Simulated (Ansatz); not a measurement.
Values for one crystal, relaxed and computed with r²SCAN (plane waves, PAW; program Ansatz); other levels are named.

```yaml
volume_per_atom: 22.73 Å³
band_gap: 0.98 eV (direct)
Electronic dielectric constant ε∞ (DFPT): 10.9 (xx = yy), 11.3 (zz)
hill_bulk_and_shear_moduli: 72.2 and 47.2 GPa
mechanical_stability: stable (all eigenvalues of C positive)
conduction_band_minimum: at Γ
valence_band_maximum: at Γ
```

Which compound is it?
A) AlGaN2, P3m1 (Pearson symbol hP8)
B) AlGa3As4, P-4m2 (Pearson symbol tP8)
C) SrGaHO2, P4/mmm (Sr on 1d, Ga on 1a, O on 2f, H on 1b)
D) GaAs, wurtzite

D, GaAs, wurtzite

Space group P6_3mc (wurtzite). The first step of the workflow began from a Materials Project structure, measured or hypothetical; the Crystallography Open Database copy checked does not list it. It is not the phase usual at ambient conditions (space group No. 216). The cell was relaxed with r²SCAN under the symmetry of its start; its stability against distortions is not shown here. Scalar-relativistic: spin–orbit coupling is off unless named, which matters more the heavier the elements.

Potentials: the earlier of the program's two PAW sets. The files were generated under PBE; for other functionals the program regenerates the frozen cores, and for LDA and PBEsol the local potential too.
